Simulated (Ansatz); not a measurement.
# Every step of a relaxation of In₂Bi

DFT, PBEsol, PAW with Ansatz's default frozen-core files, scalar-relativistic (Ansatz 0.2.0); a Γ-centred 8×8×11 k mesh, Fermi–Dirac smearing of 0.05 eV, no spin polarisation. The run relaxes shape and atoms at held volume.

Command: `ansatz run input.yaml --threads 1 --pin off --max-ram 3072MiB --backend cpu --events-out ev --progress --plain --runs-dir out` It took 19 s on 1 thread of Intel(R) Xeon(R) Platinum 8259CL CPU @ 2.50GHz (Skylake/Cascade Lake), with other jobs on the host, peak memory 0.42 GiB.

PAW: frozen-core files, cutoff 420 eV; forces are relaxed below 0.01 eV/Å.

Each step lists its free energy a cell above the last geometry, the pressure, the cell vectors (Å), and Cartesian positions (Å) with forces (eV/Å).

The first step:

```
step 1  dF = 112.24 meV  P = 308.0 GPa
  cell 4.1352 0.0000 0.0000  -2.0676 3.5812 0.0000  0.0000 0.0000 2.4377
  In 2.0676 1.1937 1.2188   0.0000 0.0000 0.0000
  In 0.0000 2.3874 1.2188   0.0000 0.0000 0.0000
  Bi 0.0000 0.0000 0.0000   0.0000 0.0000 0.0000
```

Spin–orbit coupling is left out, which matters for the heavy atoms. The PAW files were made under PBE.

Task: Where does the relaxation end, and by which steps?

Result: After 4 geometries, with conventional a, b, c = 4.078, 4.078, 2.506 Å, at 12.033 Å³/atom and 307.0 GPa in space group P6/mmm, with a shortest distance of 2.354 Å. The further steps:
```
step 2  dF = 12.46 meV  P = 307.1 GPa
  cell 4.0616 0.0000 0.0000  -2.0308 3.5174 0.0000  0.0000 0.0000 2.5268
  In 2.0308 1.1725 1.2634   0.0000 0.0000 0.0000
  In 0.0000 2.3449 1.2634   0.0000 0.0000 0.0000
  Bi 0.0000 0.0000 0.0000   0.0000 0.0000 0.0000
step 3  dF = 0.63 meV  P = 307.0 GPa
  cell 4.0819 0.0000 0.0000  -2.0410 3.5351 0.0000  0.0000 0.0000 2.5017
  In 2.0410 1.1784 1.2508   0.0000 0.0000 0.0000
  In 0.0000 2.3567 1.2508   0.0000 0.0000 0.0000
  Bi 0.0000 0.0000 0.0000   0.0000 0.0000 0.0000
step 4  dF = 0.00 meV  P = 307.0 GPa
  cell 4.0780 0.0000 0.0000  -2.0390 3.5317 0.0000  0.0000 0.0000 2.5065
  In 2.0390 1.1772 1.2532   0.0000 0.0000 0.0000
  In 0.0000 2.3545 1.2532   0.0000 0.0000 0.0000
  Bi 0.0000 0.0000 0.0000   0.0000 0.0000 0.0000
step 5  dF = -0.02 meV  P = 307.0 GPa  (same geometry on a basis chosen anew; earlier energies don't compare to the last digit)
  cell 4.0780 0.0000 0.0000  -2.0390 3.5317 0.0000  0.0000 0.0000 2.5065
  In 2.0390 1.1772 1.2532   0.0000 0.0000 0.0000
  In 0.0000 2.3545 1.2532   0.0000 0.0000 0.0000
  Bi 0.0000 0.0000 0.0000   0.0000 0.0000 0.0000
```
